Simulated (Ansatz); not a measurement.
Values for one crystal, relaxed and computed with LDA (plane waves, PAW; program Ansatz); other levels are named.

| Property | Value |
|---|---|
| Volume per atom | 17.24 Å³ |
| Band gap | 0.55 eV (indirect) |
| Electron effective mass | 0.17, 1.0, 4.3 mₑ (principal values) |
| Hole effective mass | 0.11, 1.4, 2.2 mₑ (principal values) |
| Highest zone-centre frequency (without LO–TO term) | 976 cm⁻¹ |
| Bulk modulus (Birch–Murnaghan fit) | 10.8 GPa |
| Conduction-band minimum | at M (3 equivalent valleys) |

Question: Which compound is it?
A. AlP, zinc blende
B. BP, P6_3/mmc (B on 2c, P on 2d)
C. GaN, P6_3/mmc (Ga on 2d, N on 2b)
D. BN, Fmm2 (B on 4a, N on 4a)

Answer: B, BP, P6_3/mmc (B on 2c, P on 2d)

The start of the workflow was typed in or built on a structure type; neither database checked (COD, Materials Project) lists it. It is not the phase usual at ambient conditions (space group No. 216). Symmetry was held in the LDA relaxation; of distortions, only those at the zone centre were tested, and some modes there are weakly imaginary. A crystal of weakly bound layers computed without a dispersion correction: the cell and the soft elastic constants depend strongly on that.

Potentials: the earlier of the program's two PAW sets.
